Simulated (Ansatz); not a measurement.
An Ansatz input:

```yaml
crystal:
  lattice:
    - [0.0, 2.4024069726, 2.4024069726]
    - [2.4024069726, 0.0, 2.4024069726]
    - [2.4024069726, 2.4024069726, 0.0]
  atoms:
    - { symbol: Fe, position: [0.125, 0.125, 0.125], spin: 2.5 }
    - { symbol: Fe, position: [0.875, 0.875, 0.875], spin: 2.5 }
hamiltonian:
  xc: pbesol
  pseudopotentials:
    kind: paw
    azcp:
      Fe: "pseudopotentials/Fe.paw.azcp"
basis:
  ecutwfc: 420
  fft_grid_basis: typed
kpoints:
  mp_grid: { grid: [19, 19, 19], shift: [0, 0, 0] }
magnetization:
  spin_polarized: true
scf:
  occupations: { method: fermi_dirac, width: 0.05 }
```

Terminal output

```
Warning: the record states the generating functional pbe (its physics header spells it `PBE`), which answers neither for hamiltonian.xc's functional nor for the pbesol family's — results may be inconsistent (PPs are generated against a specific XC)
Engine: ansatz 0.2.0, x86_64-unknown-linux-gnu
Pseudopotentials: kind: paw
Pseudopotential: Fe, paw, valence charge 16, recommended cutoff 420 eV (normal) 
Functional definition: PBEsol
  exchange = pbesol_x
  correlation = pbesol_c
Crystal: 2 atoms, lattice volume = 27.731 Å³
Basis set: ecut = 420 eV, 537 PW (Γ)
Bands: 23, of which v1, the nominal top of the filled ones, is band 16 counted from 1 (15 counted from 0)
Symmetry: 48 space group operations
Space group: Fd-3m (ITA 227), of the structure as read, at distance tolerance 3.0e-5 Å
Magnetic group: BNS 227.128 (UNI 1630), of the structure as read, at distance tolerance 3.0e-5 Å
k-points: 220 of 6859
Non-local potential: Fe, projectors of the file, l = 0: 3, l = 1: 2, l = 2: 3, l = 3: 1
PAW form: soft (Blöchl's): semilocal exchange-correlation on the pseudo side does not see the compensation charge
PAW frozen core: Fe, regenerated for the run's functional, and the local potential with it (the file was generated under x = pbe(κ = 0.804, μ = 0.2195149727645171), c = pbe(β = 0.06672455060314922))
PAW one-centre angular grid: Fe, 590 points (default); XC on 64 Gauss nodes
Initial density: superposition of atomic densities (chi_scale 0.1, normalization cell)
Starting moments: Σ|m| = 5 μB on 2 of 2 sites
Initial wavefunctions: pseudopotential atomic-orbital guess
Functional: x = pbesol(κ = 0.804, μ = 0.12345679012345678), c = pbesol(β = 0.046)
SCF iter   1: F=—  HF=-8894.482068 eV  |F-HF|=—  |Δ(HF+E_count)|=         —  Δρ=2.51e-1 (↑2.51e-1 ↓1.62e-1)  dr2=1.83e0  dr2_m=1.05e1  M=0.934 μB ∫|m|=0.945 μB  β_m=0.30  ethr=3.10e-3  ⟨swp⟩=5.5  Hψ=38606  notcnv=0
Mixer restart at iter 1: flushing history
spin=Collinear: Kerker preconditioning applied to the charge; magnetization (m = ρ↑ − ρ↓) channel mixes plain (no charge-response kernel on spin).
SCF iter   2: F=—  HF=-8893.561789 eV  |F-HF|=—  |Δ(HF+E_count)|=   9.20e-1  Δρ=1.57e-1 (↑1.57e-1 ↓1.41e-1)  dr2=2.87e-1  dr2_m=5.54e0  M=0.811 μB ∫|m|=0.825 μB  β_m=0.63  ethr=3.10e-3  ⟨swp⟩=2.8  Hψ=19622  notcnv=0  defer=407
SCF iter   3: F=—  HF=-8895.440492 eV  |F-HF|=—  |Δ(HF+E_count)|=    1.88e0  Δρ=6.57e-2 (↑6.57e-2 ↓2.62e-2)  dr2=3.35e-1  dr2_m=4.49e-1  M=0.219 μB ∫|m|=0.244 μB  β_m=0.62  ethr=8.97e-4  ⟨swp⟩=3.2  Hψ=21775  notcnv=0  defer=407
SCF iter   4: F=—  HF=-8895.158127 eV  |F-HF|=—  |Δ(HF+E_count)|=   2.82e-1  Δρ=1.53e-2 (↑6.50e-3 ↓1.53e-2)  dr2=1.47e-1  dr2_m=9.80e-3  M=0.066 μB ∫|m|=0.094 μB  β_m=0.80  ethr=8.97e-4  ⟨swp⟩=3.3  Hψ=22746  notcnv=0  defer=394
SCF iter   5: F=—  HF=-8895.107076 eV  |F-HF|=—  |Δ(HF+E_count)|=   5.11e-2  Δρ=1.03e-2 (↑4.27e-3 ↓1.03e-2)  dr2=2.81e-2  dr2_m=3.49e-3  M=-0.015 μB ∫|m|=0.015 μB  β_m=0.90  ethr=4.61e-4  ⟨swp⟩=2.2  Hψ=16464  notcnv=0  defer=374
SCF iter   6: F=—  HF=-8895.116800 eV  |F-HF|=—  |Δ(HF+E_count)|=   9.72e-3  Δρ=3.94e-3 (↑3.66e-3 ↓3.94e-3)  dr2=8.81e-3  dr2_m=2.06e-5  M=-0.000 μB ∫|m|=0.002 μB  β_m=0.95  ethr=8.79e-5  ⟨swp⟩=2.1  Hψ=15231  notcnv=0  defer=371
SCF iter   7: F=—  HF=-8895.116705 eV  |F-HF|=—  |Δ(HF+E_count)|=   9.41e-5  Δρ=5.09e-4 (↑5.09e-4 ↓3.67e-4)  dr2=1.25e-4  dr2_m=2.04e-6  M=0.001 μB ∫|m|=0.002 μB  β_m=0.97  ethr=2.75e-5  ⟨swp⟩=2.0  Hψ=16087  notcnv=0  defer=371
SCF iter   8: F=—  HF=-8895.116763 eV  |F-HF|=—  |Δ(HF+E_count)|=   5.71e-5  Δρ=1.23e-4 (↑1.23e-4 ↓1.11e-4)  dr2=1.01e-5  dr2_m=1.56e-8  M=0.000 μB ∫|m|=0.000 μB  β_m=0.99  ethr=3.91e-7  ⟨swp⟩=2.2  Hψ=16356  notcnv=0  defer=370
SCF iter   9: F=—  HF=-8895.116762 eV  |F-HF|=—  |Δ(HF+E_count)|=   2.29e-7  Δρ=8.05e-6 (↑8.05e-6 ↓5.66e-6)  dr2=1.98e-8  dr2_m=1.79e-9  M=0.000 μB ∫|m|=0.000 μB  β_m=0.99  ethr=3.16e-8  ⟨swp⟩=2.0  Hψ=13572  notcnv=0  defer=370
SCF iter  10: F=—  HF=-8895.116762 eV  |F-HF|=—  |Δ(HF+E_count)|=   9.58e-9  Δρ=1.49e-6 (↑1.49e-6 ↓1.08e-6)  dr2=9.49e-10  dr2_m=2.00e-11  M=-0.000 μB ∫|m|=0.000 μB  β_m=1.00  ethr=6.18e-11  ⟨swp⟩=2.1  Hψ=16756  notcnv=0  defer=370
SCF iter  11: F=-8895.116762 eV  HF=-8895.116762 eV  |F-HF|=3.87e-10  |Δ(HF+E_count)|=  3.15e-10  Δρ=8.07e-7 (↑8.07e-7 ↓7.10e-7)  dr2=4.23e-10  dr2_m=7.06e-13  M=-0.000 μB ∫|m|=0.000 μB  ethr=2.97e-12  ⟨swp⟩=1.2  Hψ=22490  notcnv=0
SCF 1 converged in 11 iterations: F = -8895.116762 eV  dr2 = 4.23e-10
WARN: the starting moments were not kept: the SCF closed with an absolute magnetisation of 1.6e-6 μB, where they sum to 5 μB in size (2 sites). That is at most 0.1 of that sum. Measured as dr2_m measures the in/out step, that magnetisation stands 2.3e-12 eV from none, at or under the dr2_threshold of 1.0e-7 eV: it is no larger than a step whose dr2_m would equal this threshold. The system may hold no moment; this SCF shows only that its start led to no more than that. To try another start: raise the starting moments (crystal.atoms[].spin, magnetization.per_species, magnetization.initial_magnetization, or on a non-collinear deck that types none of these the spinor_matrix: blocks that start its atoms; where the total moment is fixed, keep their sum and leave initial_magnetization as it is; typed ones take the place of any that the run laid by itself, positive ones on a crystal's lanthanoids without a Hubbard term where scf.initial_density.shell_occupations: [] is typed) or, if the notice of its spin-set hold's release reads "site moments contracting" or "site moments show no strong build", lengthen the hold (scf.mixing.spin_hold: { on: { confirm: 4 } }; for m-r²SCAN on two components see the key's manual first). Each may lead to a state that holds a moment. A second SCF, from the converged charge density, with the starting moments and any scf.initial_density.shell_occupations laid on it anew, would have followed, and was not run: the deck does not ask for one (magnetization.retry_lost_moments is false, the default). To let it run, set magnetization.retry_lost_moments: true and run the deck again, where that key's refused combinations let it; where memory then withholds it, that run's warning says so.
SCF converged after 11 iterations
Magnetization: -0.0000 μB (16.0000 up, 16.0000 down)
Absolute magnetization: 0.0000 μB (∫|ρ↑−ρ↓|, with the PAW one-centre terms)
Spin contamination: 0.0000 ħ² per cell (⟨S²⟩ above its minimum at these occupations)
Per-site moments (μB) at R_I (Å): [(-7.372141342863197e-7, 0.8582250057564422), (-7.372141340034115e-7, 0.8582250057564422)]
Free energy (F): -8895.116762 eV
Harris-Foulkes:  -8895.116762 eV  (|F-HF|=3.87e-10)
Internal energy: -8895.097414 eV  (E = F + TS)
E sigma→0 (E₀):  -8895.107088 eV
Entropy (-TS):   -0.019349 eV (-9.674 meV/atom)
Fermi energy:    14.179752 eV
--- Per-component energies (eV) ---
  E_band       = -564.256137
  E_kinetic    = 715.057187
  E_local      = -5203.733279  (includes V_loc(G=0)·N_el)
  E_nonlocal   = 436.545243
  E_hartree    = 2196.081489
  E_xc         = -234.744497
  E_vxc        = -303.578439  (∫ρ·V_xc dr)
  E_paw        = -2671.849508  (= ΣΔE_a)
  E_vpaw       = -600.709701  (= ΣTr[D̂ρ^β])
  E_aug_tail   = 0.001772  (compensation charges beyond the density's cutoff)
  E_ewald      = -4132.814224
  E_core_change = 0.358403  (= ΣΔE_core)
  E_smearing   = -0.019349  (= −TS)
  E_closure    = 0.000000  (closes the sum)
  Σ components = -8895.116762   (vs F -8895.116762, Δ=0.00e0)
```
